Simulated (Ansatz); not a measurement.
RuSb₂ (space group Pnnm)

```
RuSb2
1.0
    5.91729     0.00000     0.00000
    0.00000     6.62036     0.00000
    0.00000     0.00000     3.15824
Sb Ru
4 2
Cartesian
  1.07890   2.36667   0.00000
  4.83839   4.25369   0.00000
  4.03754   0.94351   1.57912
  1.87975   5.67685   1.57912
  0.00000   0.00000   0.00000
  2.95865   3.31018   1.57912
```

The slice is a (010) plane (indices of the conventional cell) through the point (0.682, 0.142, 0.500) (fractional), spanned by u = [001] and v = [100] in vectors of this cell: u (3.16 Å) and v (5.92 Å, at 90° to u). It covers one period; positions are fractions (u, v).

Computed with LDA (plane waves to 420 eV, PAW, scalar-relativistic; Ansatz, a quantum-chemistry and plane-wave program). k mesh 8×7×15. These are valence fields of a PAW run, semicore shells included where kept as valence: close to a nucleus they are smooth pseudo fields. At this level the bands of RuSb2 touch or barely overlap; measurements give the solid a gap. RuSb2 is run without spin polarisation. RuSb2 was relaxed with its symmetry unable to fall. Spin-orbit coupling is left out, though Sb is heavy.

Q: Sketch the electron localisation function (ELF) on this plane as a map.

A: 
| v \ u | 0.00 | 0.15 | 0.31 | 0.46 | 0.62 | 0.77 | 0.92 |
|---|---|---|---|---|---|---|---|
| 0.92 | x | 0.23 | 0.35 | 0.25 | 0.34 | 0.35 | 0.09 |
| 0.83 | 0.38 | 0.40 | 0.35 | 0.10 | 0.19 | 0.40 | 0.38 |
| 0.75 | 0.36 | 0.28 | 0.11 | 0.05 | 0.07 | 0.19 | 0.34 |
| 0.67 | 0.08 | 0.08 | 0.10 | 0.15 | 0.12 | 0.08 | 0.08 |
| 0.58 | 0.06 | 0.11 | 0.29 | 0.44 | 0.39 | 0.19 | 0.08 |
| 0.50 | 0.11 | 0.22 | 0.41 | 0.47 | 0.46 | 0.32 | 0.13 |
| 0.42 | 0.15 | 0.24 | 0.30 | 0.25 | 0.27 | 0.29 | 0.18 |
| 0.33 | 0.21 | 0.24 | 0.27 | 0.29 | 0.29 | 0.26 | 0.22 |
| 0.25 | 0.40 | 0.34 | 0.28 | 0.30 | 0.28 | 0.30 | 0.38 |
| 0.17 | 0.35 | 0.40 | 0.43 | 0.28 | 0.34 | 0.45 | 0.36 |
| 0.08 | x | 0.22 | 0.40 | 0.47 | 0.49 | 0.33 | 0.09 |
| 0.00 | x | x | 0.34 | 0.41 | 0.39 | 0.26 | x |

Values: electron localisation function (ELF). Points within 0.5 Å of a nucleus are blanked (x), as the pseudised field means little there.
